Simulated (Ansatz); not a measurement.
An Ansatz (a quantum-chemistry and plane-wave program) input:

Ansatz 0.2 input:
```yaml
crystal:
  lattice:
    - [3.1496435948, 0.0, 0.0]
    - [0.0, 3.1496435948, 0.0]
    - [0.0, 0.0, 3.1496435948]
  atoms:
    - { symbol: Te, position: [0.0, 0.0, 0.0] }
kpoints:
  mp_grid: { grid: [10, 10, 10] }
  band_path:
    path:
      - [[0.0, 0.0, 0.0], [0.0, 0.5, 0.0], [0.5, 0.5, 0.0], [0.0, 0.0, 0.0], [0.5, 0.5, 0.5], [0.0, 0.5, 0.0]]  # Γ-X-M-Γ-R-X
      - [[0.5, 0.5, 0.5], [0.5, 0.5, 0.0]]  # R-M
    npoints: 12
basis: { xc_grid: 2 }
hamiltonian:
  xc: pbesol
  pseudopotentials: { azcp: { folder: ./paw }, kind: paw_fr }
magnetization: { noncollinear: true, spin_orbit: true }
scf:
  n_extra_bands: 12
  convergence: { dr2_threshold: 0.0000000001 }
  occupations: { method: gaussian, width: 0.05 }
output: { eigenvalues: true }
```

How many symmetry operations and irreducible k-points will the run report?

48 operations, 56 of 1000 k-points.

With a cutoff of 420 eV, how many plane waves at Γ?

619.

It took very roughly 23 core-seconds on shared server cores.

Space group Pm-3m (simple cubic). The start of the workflow was typed in or built on a structure type; neither database checked (COD, Materials Project) lists it. It is not the phase usual at ambient conditions (space group No. 152). Symmetry was held in the PBEsol relaxation; whether a distortion lowers the energy is not shown.

Potentials: the earlier of the program's two PAW sets. The files were generated under PBE; for other functionals the program regenerates the frozen cores, and for LDA and PBEsol the local potential too.

Ansatz is a plane-wave DFT program.
